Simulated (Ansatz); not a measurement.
# Field gradients of SiO₂ from run to run

Cell of run 1: a structure deposited in the COD, atoms as given.

```cif
data_SiO2
_symmetry_space_group_name_H-M 'P4_12_12'
_symmetry_Int_Tables_number 92
_cell_length_a 4.9501
_cell_length_b 4.9501
_cell_length_c 6.9259
_cell_angle_alpha 90.000
_cell_angle_beta 90.000
_cell_angle_gamma 90.000
loop_
_atom_site_label
_atom_site_type_symbol
_atom_site_symmetry_multiplicity
_atom_site_Wyckoff_symbol
_atom_site_fract_x
_atom_site_fract_y
_atom_site_fract_z
Si Si 4 a 0.3027 0.3027 0.0000
O O 8 b 0.2388 0.1086 0.1817
```

One atom of each set is listed.

Relaxed positions (PBE, cell held):

Si (0.3068, 0.3068, 0.0000)
O (0.2361, 0.1197, 0.1863)

All runs are DFT with Ansatz 0.2.0 (plane waves and PAW, scalar-relativistic unless spin–orbit coupling is named, Γ-centred meshes, Fermi–Dirac smearing where given) in this cell.

Run 1: PBE, gradients read without the response of the cores, atoms as given; 420 eV, 5×5×4 k-points, smearing 0.02 eV.
Run 2: PBE, gradients read without the response of the cores, atoms relaxed; 420 eV, 5×5×4 k-points, smearing 0.02 eV.
Run 3: r2SCAN, gradients read without the response of the cores, at the relaxed atoms; 500 eV, 5×5×4 k-points, smearing 0.02 eV.

| run | Si V_zz (η) | O V_zz (η) |
| --- | --- | --- |
| 1 | -0.67 (0.76) | 9.37 (0.16) |
| 2 | -0.42 (0.70) | 9.68 (0.20) |
| 3 | ? | ? |

V_zz in 10²¹ V/m².

Task: Estimate the row of run 3.

Result: Si: -0.42 (0.65); O: 9.60 (0.20). It lies nearest to run 2, from whose tensors on these sites it differs by 0.09 at most (largest principal value of the difference, on O). Taken one at a time, the positions of the atoms (as given or relaxed) move the tensors on these sites by up to 0.44 (largest principal value of the change, on O), the functional (r2SCAN with its higher cutoff) by 0.09 (O).

In runs 1, 3 the atoms aren't at the calculated equilibrium (largest force 0.53, 0.32 eV/Å). The cell isn't the equilibrium one in run 1 (calculated pressure 7 GPa), and the entry's cell may itself be off.
